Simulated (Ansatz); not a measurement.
An Ansatz (an electronic-structure program) run. Input:

Ansatz 0.2 input:
```yaml
crystal:
  lattice:
    - [-1.9892129344, 1.9892129344, 6.3741976188]
    - [1.9892129344, -1.9892129344, 6.3741976188]
    - [1.9892129344, 1.9892129344, -6.3741976188]
  atoms:
    - { symbol: W, position: [0.0, 0.0, 0.0] }
    - { symbol: La, position: [0.3545104829, 0.3545104829, 0.0] }
    - { symbol: La, position: [0.6454895171, 0.6454895171, 0.0] }
    - { symbol: N, position: [0.5, 0.0, 0.5] }
    - { symbol: N, position: [0.0, 0.5, 0.5] }
    - { symbol: N, position: [0.162295531, 0.162295531, 0.0] }
    - { symbol: N, position: [0.837704469, 0.837704469, 0.0] }
kpoints:
  mp_grid: { grid: [14, 14, 14] }
hamiltonian:
  xc: r2scan
  pseudopotentials: { azcp: { folder: ./paw }, kind: paw }
scf:
  occupations: { method: gaussian, width: 0.05 }
checkpoint: { read: metal.run }
output: { write_density: true, elf: true, volumetric_format: npy }
basis: { fft_grid_basis: typed }
```

Output (shortened):

```
Pseudopotential: W, paw, valence charge 14
Pseudopotential: La, paw, valence charge 11
Pseudopotential: N, paw, valence charge 5
Functional definition: r2SCAN
Crystal: 7 atoms, lattice volume = 100.890 Å³
Basis set: ecut = 500 eV, 2551 PW (Γ), exchange–correlation on 216×216×216 points (64 copies of the dense FFT grid, shifted against one another)
Bands: 42, of which v1, the nominal top of the filled ones, is band 28 counted from 1 (27 counted from 0)
Symmetry: 16 space group operations
Space group: I4/mmm (ITA 139), of the structure as read, at distance tolerance 4.7e-5 Å
k-points: 244 of 2744
Stability of the state it starts from, as read at its close in the unpolarized treatment …
iter 1 solved again at ethr=5.11e-8 eV; its pass at ethr=3.10e-3 eV (dr2=2.86e-5 eV) is discarded
SCF iter   1: F=—  HF=-24476.591792 eV  |F-HF|=—  |Δ(HF+E_count)|=         —  Δρ=5.85e-7  dr2=2.70e-10  dr2_τ=4.34e-11  ethr=5.11e-8  ⟨swp⟩=4.0  Hψ=68691  notcnv=0
preconditioner: auto → Kerker (q_TF=auto, 2.473 Å⁻¹)
SCF iter   2: F=-24476.591792 eV  HF=-24476.591792 eV  |F-HF|=7.28e-12  |Δ(HF+E_count)|=   5.24e-8  Δρ=2.57e-7  dr2=3.53e-11  dr2_τ=2.99e-11  ethr=1.00e-12  ⟨swp⟩=8.7  Hψ=45374  notcnv=0
SCF 1 converged in 2 iterations: F = -24476.591792 eV  dr2 = 3.53e-11
SCF converged after 2 iterations
Free energy (F): -24476.591792 eV
Harris-Foulkes:  -24476.591792 eV  (|F-HF|=7.28e-12)
Internal energy: -24476.590438 eV  (E = F + TS)
E sigma→0 (E₀):  -24476.591115 eV
Entropy (-TS):   -0.001353 eV (-0.193 meV/atom)
Fermi energy:    13.335063 eV
--- Per-component energies (eV) ---
  E_band       = -144.338760
  E_kinetic    = 1304.664706
  E_local      = -2358.722912  (includes V_loc(G=0)·N_el)
  E_nonlocal   = 286.091597
  E_hartree    = 937.420772
  E_xc         = -757.275230
  E_vxc        = -901.130091  (∫ρ·V_xc dr)
  E_paw        = -20002.779561  (= ΣΔE_a)
  E_vpaw       = -397.730426  (= ΣTr[D̂ρ^β])
  E_aug_tail   = 0.000112  (compensation charges beyond the density's cutoff)
  E_vtau       = 47.646683  (kinetic-family band-sum trace: ∫τ·v_τ [+ j·A + Jᵃ·Aᵃ] dr)
  E_ewald      = -3885.419956
  E_core_change = -0.569967  (= ΣΔE_core)
  E_smearing   = -0.001353  (= −TS)
  E_closure    =  0.000000  (closes the sum)
  Σ components = -24476.591792   (vs F -24476.591792, Δ=0.00e0)
  [band-id]    e_kinetic+e_local+e_nonlocal+2·e_hartree+e_vxc+e_vpaw+e_augmentation_tail+e_vtau = -144.338786   (vs E_band -144.338760, Δ=-2.67e-5)
--- Band table (eV; the first three rows and the last of 244) ---
  k-point 0: bands = ["-63.2929", "-26.8940", "-26.8940", "-26.7598", "-19.0573", "-18.8881", "-4.3045", "-2.3219", "-2.2609", "-2.2609", "-2.1049", "-2.1049", "-1.7479", "-1.6579", "0.6244", "0.6707", "9.7423", "9.8710", "9.8710", "10.1794", "10.5019", …
  k-point 1: bands = ["-63.2929", "-26.8958", "-26.8957", "-26.7595", "-19.0496", "-18.8871", "-4.2396", "-2.5227", "-2.4711", "-2.2913", "-2.2538", "-2.1037", "-1.4724", "-1.3637", "0.6690", "0.7064", "9.4103", "9.8380", "9.8413", "9.9485", "10.1895", …
  k-point 2: bands = ["-63.2928", "-26.9008", "-26.9003", "-26.7585", "-19.0281", "-18.8843", "-4.0544", "-2.8897", "-2.7354", "-2.4802", "-2.3752", "-1.9955", "-1.1393", "-0.9036", "0.6522", "0.8928", "8.8429", "9.2487", "9.6179", "9.8057", "9.8830", …
  k-point 243: bands = ["-63.2929", "-26.8940", "-26.8940", "-26.7599", "-18.9998", "-18.9469", "-4.1792", "-2.8979", "-2.3395", "-2.3395", "-2.0178", "-2.0178", "-1.6585", "-0.7743", "-0.0519", "0.7314", "9.7735", "9.8462", "9.8462", "10.6118", "10.8557", …
```

Cost: around 120 core-seconds (rough) on shared cores.

The start of the workflow was typed in or built on a structure type; neither database checked (COD, Materials Project) lists it. Its standing as an ambient phase is unchecked. The r²SCAN relaxation kept the symmetry of its start; its stability against distortions is not shown here. No spin polarisation was allowed. The volume moved by -15 % from the start of the relaxation. Spin–orbit coupling is left out wherever it is not named.

Potentials: the earlier of the program's two PAW sets.

Ansatz is a plane-wave DFT program.
